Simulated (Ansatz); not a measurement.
Here is the system:

WSe2:
```yaml
crystal:
  lattice:
    - [3.31525, 0.00000, 0.00000]
    - [-1.65763, 2.87109, 0.00000]
    - [0.00000, 0.00000, 13.72217]
  atoms:
    - { symbol: W, position: [0.66667, 0.33333, 0.75000] }
    - { symbol: W, position: [0.33333, 0.66667, 0.25000] }
    - { symbol: Se, position: [0.33333, 0.66667, 0.87109] }
    - { symbol: Se, position: [0.66667, 0.33333, 0.12891] }
    - { symbol: Se, position: [0.66667, 0.33333, 0.37109] }
    - { symbol: Se, position: [0.33333, 0.66667, 0.62891] }
```

This is the r²SCAN-relaxed structure.

Q: All from the program Ansatz at the r²SCAN level (PAW), unless another level is named. Give the formation energy from the elements (no fitted shifts).

A: -0.61 eV/atom.

Q: What about the smallest direct gap on the standard path?

A: 1.59 eV.

Q: Next, the valence-band maximum?

A: at Γ.

Space group P6_3/mmc. The cell was relaxed with r²SCAN under the symmetry of its start. No spin polarisation was allowed. A crystal of weakly bound layers computed without a dispersion correction: the cell and the soft elastic constants depend strongly on that. The references are the lowest solids computed at this level, not always the standard phases. Spin–orbit coupling is left out wherever it is not named.

Potentials: the later of the program's two PAW sets.
